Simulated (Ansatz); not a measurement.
Values for one crystal, relaxed and computed with plane-wave PAW r²SCAN (Ansatz code); other levels are named.

| Property | Result |
|---|---|
| Volume per atom | 24.55 Å³ |
| Electronic character | metallic (no gap) |
| Formation energy from the elements (no fitted shifts) | -0.78 eV/atom |
| Density of states at the Fermi level | 0.07 states/eV per atom (mean over ±0.08 eV) |

Problem. Which compound is it?
A) Ti2S3, C2/m (Pearson symbol mS20)
B) HfN, rock salt
C) ZrSnTe, P4/nmm (Zr on 2c, Sn on 2a, Te on 2c)
D) LaSi3Ru, I4mm (La on 2a, Si on 2a, Si on 4b, Ru on 2a)

Solution. C, ZrSnTe, P4/nmm (Zr on 2c, Sn on 2a, Te on 2c)

The first step of the workflow began from a Materials Project structure, measured or hypothetical; the Crystallography Open Database copy checked does not list it. Its standing as an ambient phase is unchecked. The cell was relaxed with r²SCAN under the symmetry of its start; whether a distortion lowers the energy is not shown. No spin polarisation was allowed. The references are the lowest solids computed at this level, not always the standard phases. Spin–orbit coupling is left out wherever it is not named.

Potentials: the later of the program's two PAW sets.
